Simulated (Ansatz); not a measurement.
An elastic tensor (GPa, Voigt order, standard axes) from PBEsol in the plane-wave PAW code Ansatz:

```
 147  20.0  20.0   0.0   0.0   0.0
20.0   147  20.0   0.0   0.0   0.0
20.0  20.0   147   0.0   0.0   0.0
 0.0   0.0   0.0  11.3   0.0   0.0
 0.0   0.0   0.0   0.0  11.3   0.0
 0.0   0.0   0.0   0.0   0.0  11.3
```

**Question.** Which compound is it?
A) SrTiO3, cubic perovskite
B) Au, fcc (Cu type)
C) W, bcc (W type)
D) Sb, simple cubic

**Answer.** D, Sb, simple cubic

Space group Pm-3m (simple cubic). The first step of the workflow began from a Materials Project structure, measured or hypothetical; the Crystallography Open Database files this formula in space group No. 221, but the cells were not matched. It is not the phase usual at ambient conditions (space group No. 166). The PBEsol relaxation kept the symmetry of its start; whether a distortion lowers the energy is not shown. As this level gives no gap, shear constants depend on the k-mesh and smearing (Fermi–Dirac, 0.1 eV here). Scalar-relativistic: spin–orbit coupling is off unless named, which matters more the heavier the elements.

Potentials: the earlier of the program's two PAW sets.
